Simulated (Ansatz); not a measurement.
**KTi2P3O12 — field gradients at the nuclei**

The cell is a computed structure from the Materials Project (it need not be an observed phase), taken as it stands.

Space group R-3c:H (No. 167); a = 8.4944, c = 23.3576 Å, γ = 120.00°.

```csv
site,Wyckoff,site symmetry,x,y,z
K,6b,-3.,0.0000,0.0000,0.0000
Ti,12c,3.,0.0000,0.0000,0.8505
P,18e,.2,0.3333,0.9485,0.4167
O13,36f,1,0.1548,0.9466,0.6975
O25,36f,1,0.6363,0.5013,0.4317
```

One atom of each set is listed; the run and its k-mesh use a cell of 36 atoms with edges of 9.20, 9.20, 9.20 Å.

Computed with Ansatz: DFT, PBE, plane waves and PAW, scalar-relativistic, 420 eV cutoff, Γ-centred 3×3×3 k-points, Fermi–Dirac smearing 0.02 eV.

Conventions: |V_zz| ≥ |V_yy| ≥ |V_xx|, η = (V_xx − V_yy)/V_zz, C_Q = eQV_zz/h. ν_Q = 3|C_Q|/[2I(2I − 1)].

K-41: I = 3/2, Q = 73.40 mb; ⁴⁹Ti: I = 7/2, Q = 247.0 mb; ¹⁷O: I = 5/2, Q = -25.58 mb. Quadrupole moments are those of Pyykkö's year-2017 table.

(1) What field gradients does the calculation give at each kind of site?

Results:

(1) 

```csv
site,atoms,first shell,C_Q (MHz),η,ν_Q (MHz)
K,2,6 O at 2.78 Å,-5.45,0.00,2.73
Ti,4,6 O at 1.95–1.97 Å,-2.22,0.00,0.158
O13,12,"1 P at 1.54 Å, 1 Ti at 1.95 Å, angle 147°",-5.94,0.09,0.890
O25,12,"1 P at 1.54 Å, 1 Ti at 1.97 Å, angle 156°; also 1 K at 2.78 Å",-6.11,0.11,0.916
```

An axis of threefold or higher order runs through K and Ti, so V_zz lies along it and η is zero. At O13 and O25 V_zz points along the shorter of its two bonds, to P (within 7°) in each case.

P has no stable isotope with a ground-state quadrupole moment in the table, so these sites are left out.

The run took 82 s of wall time (82 s of CPU time) and 1.1 GiB at its peak, on 1 thread of Arm Neoverse V1 (aarch64; 8 cores open to the job, memory cap 2.5 GiB, no GPU), a shared host with a load of 0.4 a core.
